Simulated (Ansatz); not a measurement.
Input, command and steps of an Ansatz relaxation.

```yaml
crystal:
  lattice:
    - [3.0923223034, 0.0, 0.0]
    - [-1.5461611517, 2.6780296715, 0.0]
    - [0.0, 0.0, 17.81360626]
  atoms:
    - { symbol: Ti, position: [0.66666667, 0.33333333, 0.86700456] }
    - { symbol: Ti, position: [0.33333333, 0.66666667, 0.13299544] }
    - { symbol: Ti, position: [0.33333333, 0.66666667, 0.36700456] }
    - { symbol: Ti, position: [0.66666667, 0.33333333, 0.63299544] }
    - { symbol: Ti, position: [0.0, 0.0, 0.0] }
    - { symbol: Ti, position: [0.0, 0.0, 0.5] }
    - { symbol: Ge, position: [0.0, 0.0, 0.75] }
    - { symbol: Ge, position: [0.0, 0.0, 0.25] }
    - { symbol: C, position: [0.66666667, 0.33333333, 0.427978] }
    - { symbol: C, position: [0.33333333, 0.66666667, 0.572022] }
    - { symbol: C, position: [0.33333333, 0.66666667, 0.927978] }
    - { symbol: C, position: [0.66666667, 0.33333333, 0.072022] }
basis:
  ecutwfc: 420
kpoints:
  mp_grid: { grid: [6, 6, 1] }
hamiltonian:
  xc: pbesol
scf:
  occupations: { method: gaussian, width: 0.1 }
  lower_state_search: "off"
output:
  forces: true
  stress: true
  eigenvalues: true
relax:
  adjacent_minimum: "off"
  f_tol: 0.04
  max_steps: 70
  cell: { stress_tol: 0.4 }
```

```bash
ansatz run input.yaml --threads 1 --pin off --max-ram 2560MiB --backend cpu --events-out ev --progress --plain --runs-dir out
```

The calculation used DFT PBEsol, scalar-relativistic, plane waves, PAW in Ansatz.

Of 4 frames 4 are shown, positions in Å and forces in eV/Å; the SCF threshold varies from step to step. Steps run on the plane waves of an earlier cell, with a Pulay correction in the pressure. The basis is chosen afresh for the last frame, the zero of the energies, and at times for earlier ones too; energy and pressure can step there, also at an unchanged geometry. Where two frames share a geometry here, they differ by under 2 meV/atom and 0.3 GPa.

```xyz
12
Lattice="3.0923 0.0000 0.0000 -1.5462 2.6780 0.0000 0.0000 0.0000 17.8136" Properties=species:S:1:pos:R:3:forces:R:3 pbc="T T T" step=1 free_energy_over_end_meV_per_atom=4.89 pressure_GPa=-4.89
Ti    1.5462    0.8927   15.4445    0.0000    0.0000    0.1630
Ti    0.0000    1.7854    2.3691    0.0000    0.0000   -0.1630
Ti    0.0000    1.7854    6.5377    0.0000    0.0000    0.1630
Ti    1.5462    0.8927   11.2759    0.0000    0.0000   -0.1630
Ti    0.0000    0.0000    0.0000    0.0000    0.0000    0.0000
Ti    0.0000    0.0000    8.9068    0.0000    0.0000    0.0000
Ge    0.0000    0.0000   13.3602    0.0000    0.0000    0.0000
Ge    0.0000    0.0000    4.4534    0.0000    0.0000    0.0000
C     1.5462    0.8927    7.6238    0.0000    0.0000    0.0778
C     0.0000    1.7854   10.1898    0.0000    0.0000   -0.0778
C     0.0000    1.7854   16.5306    0.0000    0.0000    0.0778
C     1.5462    0.8927    1.2830    0.0000    0.0000   -0.0778
12
Lattice="3.0705 0.0000 0.0000 -1.5353 2.6591 0.0000 0.0000 0.0000 17.5633" Properties=species:S:1:pos:R:3:forces:R:3 pbc="T T T" step=2 free_energy_over_end_meV_per_atom=0.00 pressure_GPa=0.49
Ti    1.5353    0.8864   15.2189    0.0000    0.0000    0.0584
Ti    0.0000    1.7728    2.3444    0.0000    0.0000   -0.0584
Ti    0.0000    1.7728    6.4373    0.0000    0.0000    0.0584
Ti    1.5353    0.8864   11.1260    0.0000    0.0000   -0.0584
Ti    0.0000    0.0000    0.0000    0.0000    0.0000    0.0000
Ti    0.0000    0.0000    8.7816    0.0000    0.0000    0.0000
Ge    0.0000    0.0000   13.1725    0.0000    0.0000    0.0000
Ge    0.0000    0.0000    4.3908    0.0000    0.0000    0.0000
C     1.5353    0.8864    7.5184    0.0000    0.0000    0.0257
C     0.0000    1.7728   10.0449    0.0000    0.0000   -0.0257
C     0.0000    1.7728   16.3001    0.0000    0.0000    0.0257
C     1.5353    0.8864    1.2632    0.0000    0.0000   -0.0257
12
Lattice="3.0680 0.0000 0.0000 -1.5340 2.6570 0.0000 0.0000 0.0000 17.6514" Properties=species:S:1:pos:R:3:forces:R:3 pbc="T T T" step=3 free_energy_over_end_meV_per_atom=-0.23 pressure_GPa=-0.01
Ti    1.5340    0.8857   15.3030    0.0000    0.0000    0.0203
Ti    0.0000    1.7713    2.3485    0.0000    0.0000   -0.0203
Ti    0.0000    1.7713    6.4773    0.0000    0.0000    0.0203
Ti    1.5340    0.8857   11.1742    0.0000    0.0000   -0.0203
Ti    0.0000    0.0000    0.0000    0.0000    0.0000    0.0000
Ti    0.0000    0.0000    8.8257    0.0000    0.0000    0.0000
Ge    0.0000    0.0000   13.2386    0.0000    0.0000    0.0000
Ge    0.0000    0.0000    4.4129    0.0000    0.0000    0.0000
C     1.5340    0.8857    7.5613    0.0000    0.0000   -0.0077
C     0.0000    1.7713   10.0901    0.0000    0.0000    0.0077
C     0.0000    1.7713   16.3871    0.0000    0.0000   -0.0077
C     1.5340    0.8857    1.2644    0.0000    0.0000    0.0077
12
Lattice="3.0680 0.0000 0.0000 -1.5340 2.6570 0.0000 0.0000 0.0000 17.6514" Properties=species:S:1:pos:R:3:forces:R:3 pbc="T T T" step=4 free_energy_over_end_meV_per_atom=0.00 pressure_GPa=-0.04
Ti    1.5340    0.8857   15.3030    0.0000    0.0000    0.0203
Ti    0.0000    1.7713    2.3485    0.0000    0.0000   -0.0203
Ti    0.0000    1.7713    6.4773    0.0000    0.0000    0.0203
Ti    1.5340    0.8857   11.1742    0.0000    0.0000   -0.0203
Ti    0.0000    0.0000    0.0000    0.0000    0.0000    0.0000
Ti    0.0000    0.0000    8.8257    0.0000    0.0000    0.0000
Ge    0.0000    0.0000   13.2386    0.0000    0.0000    0.0000
Ge    0.0000    0.0000    4.4129    0.0000    0.0000    0.0000
C     1.5340    0.8857    7.5613    0.0000    0.0000   -0.0077
C     0.0000    1.7713   10.0901    0.0000    0.0000    0.0077
C     0.0000    1.7713   16.3871    0.0000    0.0000   -0.0077
C     1.5340    0.8857    1.2644    0.0000    0.0000    0.0077
```

Time: 20 s on 1 thread of Arm Neoverse V2 (shared host), peak memory 0.45 GiB.

The k mesh is coarse.